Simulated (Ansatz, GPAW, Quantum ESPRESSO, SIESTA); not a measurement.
## One calculation of InSb3, 4 ways

```
CELL_PARAMETERS angstrom
4.80637 0.00000 0.00000
0.00000 4.80637 0.00000
0.00000 0.00000 4.80637
ATOMIC_POSITIONS crystal
Sb 0.50000 0.50000 0.00000
Sb 0.00000 0.50000 0.50000
Sb 0.50000 0.00000 0.50000
In 0.00000 0.00000 0.00000
```

The cell comes from a database or a generator and needn't be the stable form of this composition.

Alike in all runs: task band structure; functional LDA; k mesh 6 × 6 × 6; occupations fermi-dirac, width 0.05 eV; no spin polarisation; no spin-orbit coupling. LDA stands for any of its common fits. Pressure is positive in compression and, in plane waves, holds the error of the finite cutoff.

```tsv
program and potentials	plane-wave cutoff (eV)	notes	pressure (GPa)
Quantum ESPRESSO, GBRV 1.5 LDA	762	-	?
GPAW, the program's PAW data sets (release 1.2.1) made for this functional	600	-	-4.11
Ansatz, all-electron LAPW, scalar-relativistic	-	-	-3.82
SIESTA, files PseudoDojo sr-lda-0.4.1-standard, DZP (energy shift 0.003 Ry; two zetas on semicore shells)	-	atomic basis	-2.45
```

Estimate from the other rows what the run with Quantum ESPRESSO, GBRV 1.5 LDA gave.

Pressure -3.83 GPa. The other rows, which needn't bracket it: pressure -4.11 to -2.45.
